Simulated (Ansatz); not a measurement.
N:
```yaml
crystal:
  lattice:
    - [5.59507, 0.00000, 0.00000]
    - [0.00000, 5.59507, 0.00000]
    - [0.00000, 0.00000, 5.59507]
  atoms:
    - { symbol: N, position: [0.05640, 0.05640, 0.05640] }
    - { symbol: N, position: [0.94360, 0.94360, 0.94360] }
    - { symbol: N, position: [0.44360, 0.94360, 0.55640] }
    - { symbol: N, position: [0.55640, 0.05640, 0.44360] }
    - { symbol: N, position: [0.55640, 0.44360, 0.94360] }
    - { symbol: N, position: [0.44360, 0.55640, 0.05640] }
    - { symbol: N, position: [0.94360, 0.55640, 0.44360] }
    - { symbol: N, position: [0.05640, 0.44360, 0.55640] }
```

Relaxed with r²SCAN+D4. Special points in fractions of this cell's reciprocal vectors: Γ (0.000, 0.000, 0.000); X (0.000, 0.500, 0.000); M (0.500, 0.500, 0.000); R (0.500, 0.500, 0.500); X1 (0.500, 0.000, 0.000).

Q: List the band energies nearest the valence-band maximum at these points for r²SCAN+D4 (plane waves, PAW; program Ansatz).

A: In eV from the valence-band maximum; about four levels below and three above (degenerate sets whole), none deeper than 8.9 eV; points with the same levels are listed once.

| k | below | above |
|---|---|---|
| Γ | -0.90 -0.03 -0.03 -0.03 | 8.12 8.12 8.12 |
| X | -0.29 -0.29 0.00 0.00 | 8.40 8.40 8.79 8.79 |
| M | -0.15 -0.15 -0.15 -0.15 | 8.79 8.79 8.79 8.79 |
| R | -0.23 -0.23 -0.23 -0.23 | 8.79 8.79 8.79 8.79 |

Space group Pa-3 (α-N2). The r²SCAN+D4 relaxation kept the symmetry of its start. The substance is a gas or liquid at ambient conditions; this is its low-temperature solid.

Potentials: the earlier of the program's two PAW sets.
